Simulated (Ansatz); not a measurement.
This cell of TiHg (space group P4/mmm) is off equilibrium:

```xyz
2
Lattice="3.0891 0.0000 0.0000 0.0000 3.0891 0.0000 0.0000 0.0000 4.2361" Properties=species:S:1:pos:R:3 pbc="T T T"
Ti     1.5445     1.5445     2.1181
Hg     0.0000     0.0000     0.0000
```

All values below come from PBEsol (plane waves to 420 eV, PAW, scalar-relativistic; Ansatz, a quantum-chemistry and plane-wave program). k mesh 16×16×12 (Γ-centred), Fermi-Dirac smearing 0.05 eV. Energies are smeared free energies. Stress and pressure are positive under compression. Spin-orbit coupling is left out, though Hg is heavy. TiHg is run without spin polarisation. TiHg was relaxed with its symmetry unable to fall.

Q: What is the stress tensor (GPa)?

A: 
```
  -11.3      0.0      0.0
    0.0    -11.3      0.0
    0.0      0.0    -11.8
```
The pressure, a third of the trace, is -11.5 GPa.

Q: It is the relaxed cell scaled evenly to V/V₀ = 1.133, atoms relaxed where free. What is its energy relative to the relaxed cell?

A: 96 meV/atom.

(A scan under strain: stresses follow from slopes of the energy per volume, elastic moduli from its curvatures.)
